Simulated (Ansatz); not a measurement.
AlRu (CsCl type, space group No. 221) at seven volumes, plane-wave PAW r²SCAN (Ansatz code), scaled uniformly. One row is withheld.

```tsv
V (Å³/atom)	P (GPa)
12.070	25.59
12.468	15.67
12.865	7.23
13.263	0.05
13.661	-6.07
14.059	?
14.457	-15.71
```

Q: Fit the shown pressures and predict the withheld one.

A: P = (3/2)B₀(x^(7/2) − x^(5/2))[1 + (3/4)(B′ − 4)(x − 1)] with x = (V₀/V)^(2/3). Least squares on the six rows gives V₀ = 13.266 Å³/atom, B₀ = 220 GPa, B′ = 4.36. At V = 14.059, x = 0.9620 and P = -11.26 GPa. The run itself gave -11.28 GPa.

Space group Pm-3m (CsCl type). The r²SCAN relaxation kept the symmetry of its start. The run is not spin-polarised.

Potentials: the later of the program's two PAW sets.
